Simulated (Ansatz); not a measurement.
CrGe in space group I4_1md (No. 109; Cr on 4a, Ge on 4a) at seven volumes, PBE (plane waves, PAW; program Ansatz), shape and atoms relaxed at each. One row is withheld.

```
V (Å³/atom)  P (GPa)
-----------  -------
12.854         17.88
13.278         10.95
13.701          5.04
14.125          0.00
14.549         -4.30
14.973         -7.96
15.396             ?
```

**Question.** Fit the shown pressures and predict the withheld one.

**Answer.** Third-order Birch–Murnaghan: P = (3/2)B₀(x^(7/2) − x^(5/2))[1 + (3/4)(B′ − 4)(x − 1)] with x = (V₀/V)^(2/3). Least squares on the six rows gives V₀ = 14.125 Å³/atom, B₀ = 154.8 GPa, B′ = 4.29. At V = 15.396, x = 0.9442 and P = -11.09 GPa. The run itself gave -11.06 GPa.

A made-up cell: these elements were put on the sites of a structure type; neither database checked (COD, Materials Project) lists it. Whether it is the stable phase at ambient conditions was not checked. Symmetry was held in the PBE relaxation; whether a distortion lowers the energy is not shown. The workflow began spin-polarised and lost its moments.

Potentials: the later of the program's two PAW sets.
